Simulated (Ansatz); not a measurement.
Input:

TaRu:
```
TaRu
1.0
    3.11800     0.00000     0.00000
    0.00000     3.11800     0.00000
    0.00000     0.00000     3.11800
Ta Ru
1 1
Direct
  0.50000   0.50000   0.50000
  0.00000   0.00000   0.00000
```

This is the LDA-relaxed structure.

Q: All from the program Ansatz at the LDA level (PAW), unless another level is named. Give the density of states at the Fermi level.

A: 1.6 states/eV per atom (mean over ±0.08 eV).

Q: Give the formation energy from the elements (no fitted shifts).

A: -0.25 eV/atom.

Space group Pm-3m (CsCl type). The workflow started from a Materials Project entry (that database holds measured and hypothetical structures alike); the Crystallography Open Database files this formula in space group No. 221, but the cells were not matched. Whether it is the stable phase at ambient conditions was not checked. The LDA relaxation kept the symmetry of its start. At this level the phase is mechanically unstable. No spin polarisation was allowed. The references are the lowest solids computed at this level, not always the standard phases. Spin–orbit coupling is left out wherever it is not named.

Potentials: the later of the program's two PAW sets.
